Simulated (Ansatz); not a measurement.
One input, then a changed one: HfN (rocksalt type)

First run: DFT, r2SCAN, PAW with Ansatz's default frozen-core files, scalar-relativistic (Ansatz 0.2.0).

Command: `ansatz run input.yaml --threads 1 --pin off --max-ram 2048MiB --backend cpu --events-out ev --progress --plain --runs-dir out` It took 5.7 s on 1 thread of Intel(R) Xeon(R) Platinum 8488C (Sapphire Rapids) (shared host), peak memory 0.44 GiB.

```yaml
crystal:
  lattice:
    - [0.0, 2.1005512509, 2.1005512509]
    - [2.1005512509, 0.0, 2.1005512509]
    - [2.1005512509, 2.1005512509, 0.0]
  atoms:
    - { symbol: Hf, position: [0.0, 0.0, 0.0] }
    - { symbol: "N", position: [0.5, 0.5, 0.5] }
kpoints:
  mp_grid: { grid: [15, 15, 15] }
scf:
  occupations: { method: fermi_dirac, width: 0.1 }
hamiltonian:
  xc: r2scan
  pseudopotentials: { kind: paw }
output:
  forces: true
  stress: true
  eigenvalues: true
  populations: true
  write_density: true
  write_potential: true
  elf: true
  volumetric_format: npy
```

The cell comes from a relaxation on PAW files under the same functional, begun from a prototype that needn't be the stable phase.

This run: volume at 0.8 of the series' base cell.

It converges in 7 SCF iterations at a pressure of 100.3 GPa, cutoff 500 eV.

The input is then changed:

```diff
   xc: r2scan
-  pseudopotentials: { kind: paw }
+  pseudopotentials: { kind: nc, accuracy: standard }
 output:
   populations: true
-  write_density: true
-  write_potential: true
-  elf: true
-  volumetric_format: npy
```

**Question.** What does the second run give?

**Answer.** It converges in 7 SCF iterations at a pressure of 97.3 GPa, cutoff 1143 eV.
